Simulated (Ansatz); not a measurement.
AlCuCl4:
```cif
data_Al2Cl8Cu2
_chemical_formula_sum 'Al2 Cu2 Cl8'
_space_group_name_H-M_alt 'P 1'
_space_group_IT_number 1
_cell_length_a 5.43097
_cell_length_b 5.43097
_cell_length_c 10.01976
_cell_angle_alpha 90.000
_cell_angle_beta 90.000
_cell_angle_gamma 90.000
loop_
_space_group_symop_operation_xyz
  'x, y, z'
loop_
_atom_site_label
_atom_site_type_symbol
_atom_site_fract_x
_atom_site_fract_y
_atom_site_fract_z
_atom_site_occupancy
Al1 Al 0.00000 0.50000 0.25000 1
Al2 Al 0.50000 0.00000 0.75000 1
Cu1 Cu 0.00000 0.00000 0.00000 1
Cu2 Cu 0.00000 0.00000 0.50000 1
Cl1 Cl 0.27101 0.23289 0.87217 1
Cl2 Cl 0.23289 0.72899 0.12783 1
Cl3 Cl 0.72899 0.76711 0.87217 1
Cl4 Cl 0.76711 0.27101 0.12783 1
Cl5 Cl 0.27101 0.76711 0.62783 1
Cl6 Cl 0.23289 0.27101 0.37217 1
Cl7 Cl 0.72899 0.23289 0.62783 1
Cl8 Cl 0.76711 0.72899 0.37217 1
```

Relaxed with r²SCAN. Plane-wave PAW r²SCAN (Ansatz code) gives a gap of 3.07 eV.

Question: What gap does HSE06 give on the same cell (Ansatz, PAW)?

Answer: 4.49 eV, 1.43 eV more. The hybrid was solved on a coarser mesh and at special points; the gap given is the minimum over both.

```tsv
k	v1 r²SCAN	c1 r²SCAN	v1 HSE06	c1 HSE06
Γ	-0.14	3.07	-0.14	4.49
Z	-0.18	3.89	___	___
M	0.00	4.32	___	___
A	-0.09	4.77	___	___
R	-0.10	4.49	___	___
X	-0.11	4.57	-0.15	6.08
```

Question: Top valence (v1) and lowest conduction level (c1) in eV from each method's valence maximum (which need not be a listed point): supply the withheld HSE06 values.

Answer: 
- A, v1 HSE06: -0.12
- A, c1 HSE06: 6.17
- R, v1 HSE06: -0.13
- R, c1 HSE06: 6.05
- Z, v1 HSE06: -0.22
- Z, c1 HSE06: 5.32
- M, v1 HSE06: 0.00
- M, c1 HSE06: 5.92

Cost on shared cores: the r²SCAN run (SCF on a 5×5×3 mesh, then bands and DOS) around 8 core-minutes (rough), the HSE06 run (SCF on 3×3×2, then a few points) roughly 6 core-minutes; the tasks are unlike.

Space group P-42c. The first step of the workflow began from a Materials Project structure, measured or hypothetical; the Crystallography Open Database copy checked does not list it. COD files the formula under space group No. 33. Whether it is the stable phase at ambient conditions was not checked. The r²SCAN relaxation kept the symmetry of its start; whether a distortion lowers the energy is not shown. No spin polarisation was allowed.

Potentials: the later of the program's two PAW sets.
